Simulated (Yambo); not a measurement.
Yambo run on La2O3 (space group P-3m1, No. 164). The wavefunctions are PBEsol (Quantum ESPRESSO, PseudoDojo norm-conserving, 110 Ry, with spin-orbit coupling) ones on a 3×3×2 mesh (40 occupied bands); a = b = 3.931 Å, c = 6.112 Å, α = β = 90.00°, γ = 120.00°.

Yambo input:

```
rim_cut
gw0
dyson
el_el_corr
HF_and_locXC
cohsex
em1s
RandQpts= 1000000
RandGvec= 1 Ry
EXXRLvcs= 110 Ry
VXCRLvcs= 440 Ry
Chimod= "HARTREE"
% BndsRnXs
 1 | 312 |
%
NGsBlkXs= 8 Ry
% LongDrXs
 1.0 | 1.0 | 1.0 |
%
ExtendOut
% QPkrange
 4 | 4 | 40 | 40 |
 5 | 5 | 40 | 41 |
%
```

k points by index: 4 = (0, 0.333, -0.5), 5 = K.

Resulting energies as the program prints them:

```
#    K-point    Band    Eo [eV]    E [eV]    E-Eo [eV]    Vxc [eV]    Vnlxc [eV]    Sc|Eo [eV]    Re(Z)    Im(Z)
#
    4    40    0.000000    -2.584018    -2.584018    -18.78262    -23.50868    2.142049    1.000000    0.000000
    5    40    -0.018458    -2.576622    -2.558164    -19.00359    -23.67548    2.113726    1.000000    0.000000
    5    41    3.845947    3.452265    -0.393681    -11.64615    -6.260842    -5.778990    1.000000    0.000000
```
(The two width columns are left out.) Convergence of these settings isn't established.

Geometry of the Materials Project entry, not relaxed at this level.
